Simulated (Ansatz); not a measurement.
Is this TbSi3W2 structure a true minimum?

It was reached by relaxing an invented guess, and it needn't be the stable form of this composition.

Theory: DFT PBE, scalar-relativistic, plane waves, PAW, and for the lanthanide a 4f-in-core norm-conserving potential, in Ansatz 0.2.0. Settings: cutoff 690 eV, Γ-centred mesh 12×12×6 on the computed 6-atom cell, Gaussian smearing of 0.10 eV; no spin polarisation.

The cell below (6 atoms, space group P-3m1 (No. 164)) is relaxed within its symmetry.

```
CELL_PARAMETERS angstrom
4.25258 0.00000 0.00000
-2.12629 3.68285 0.00000
0.00000 0.00000 6.73776
ATOMIC_POSITIONS crystal
Tb 0.00000 0.00000 0.50000
Si 0.33333 0.66667 0.25394
Si 0.66667 0.33333 0.74606
Si 0.00000 0.00000 0.00000
W 0.33333 0.66667 0.87826
W 0.66667 0.33333 0.12174
```

For the test a repeat of it with 12 atoms (edges 4.25, 4.25, 13.48 Å) was strained at random (σ = 1.5 % a component), the atoms were moved at random (σ = 0.10 Å), and all was relaxed again on a coarse 6×6×2 mesh (in the run’s order of axes) with 0.20 eV smearing, with no symmetry imposed.

These runs have no spin–orbit coupling, which can matter for W.

Problem. Is the structure stable against such a distortion?

Solution. It returns, within 1 meV/atom of the unmoved cell on that mesh and with the same symmetry when read at 0.1 Å (P-1 at 0.01 Å, so small strains and shifts remain). No instability shows in this cell; modes of other wave vectors, which need another repeat, aren't tested.

The lanthanide is trivalent by construction, without f bands, f moments or other valences.
